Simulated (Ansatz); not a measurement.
# Structure relaxation, Mo2C

The start is a relaxed Mo2C cell, doubled along one cell vector, shaken by Gaussian noise of σ = 0.08 Å a coordinate. The cell and all atomic positions are relaxed at zero pressure with PBEsol (plane waves to 420 eV, PAW, scalar-relativistic; Ansatz, a first-principles code). The first steps use a coarse 7×7×4 k-mesh.

Starting cell:
```yaml
crystal:
  lattice:
    - [4.14874, 0.00000, 0.00000]
    - [-2.07437, 3.59292, 0.00000]
    - [0.00000, 0.00000, 5.71417]
  atoms:
    - { symbol: C, position: [0.00803, 0.01826, 0.02574] }
    - { symbol: C, position: [0.00598, 0.01872, 0.50055] }
    - { symbol: Mo, position: [0.34171, 0.69261, 0.00240] }
    - { symbol: Mo, position: [0.34525, 0.65479, 0.49255] }
    - { symbol: Mo, position: [0.70688, 0.35530, 0.99808] }
    - { symbol: Mo, position: [0.63907, 0.31981, 0.50096] }
```

**Question.** How much energy is released per atom?

**Answer.** About 1.7 eV/atom.

**Question.** How does the volume per atom move from start to end?

**Answer.** -15.5 %, from 14.20 to 11.99 Å³/atom.

**Question.** How do the shortest distances between atoms change?

**Answer.** The closest pairs of elements (up to four, under 3.6 Å), start → end: C–Mo 2.28 → 2.19 Å; Mo–Mo 2.26 → 2.75 Å; C–C 2.71 → 2.92 Å.

**Question.** Is the relaxed structure metallic? Give its gap.

**Answer.** Zero (metallic).

**Question.** Give the final cell and atomic positions.

**Answer.** 
```cif
data_C2Mo4
_chemical_formula_sum 'C2 Mo4'
_space_group_name_H-M_alt 'Amm2'
_space_group_IT_number 38
_space_group_name_Hall 'A 2 -2'
_cell_length_a 2.99793
_cell_length_b 2.92456
_cell_length_c 8.20767
_cell_angle_alpha 90.000
_cell_angle_beta 90.000
_cell_angle_gamma 90.000
loop_
_space_group_symop_operation_xyz
  'x, y, z'
  '-x, -y, z'
  '-x, y, z'
  'x, -y, z'
  'x, y+1/2, z+1/2'
  '-x, -y+1/2, z+1/2'
  '-x, y+1/2, z+1/2'
  'x, -y+1/2, z+1/2'
loop_
_atom_site_label
_atom_site_type_symbol
_atom_site_symmetry_multiplicity
_atom_site_Wyckoff_symbol
_atom_site_fract_x
_atom_site_fract_y
_atom_site_fract_z
_atom_site_occupancy
C1 C 2 b 0.50000 0.50000 0.71892 1
Mo1 Mo 2 a 0.00000 0.00000 0.64098 1
Mo2 Mo 2 b 0.50000 0.50000 0.42472 1
```
(The calculation used a cell of 3 atoms; values per cell refer to that cell.)

Final values are on a 15×17×17 k-mesh of the relaxed cell. The start holds a very short contact (Mo–Mo 2.26 Å). No spin polarisation in the result.

The relaxed structure here is a generated cell of Mo2C: the first start was made by a random draw of sites in a space group, and the end was not matched to a known phase here, so it may be hypothetical.
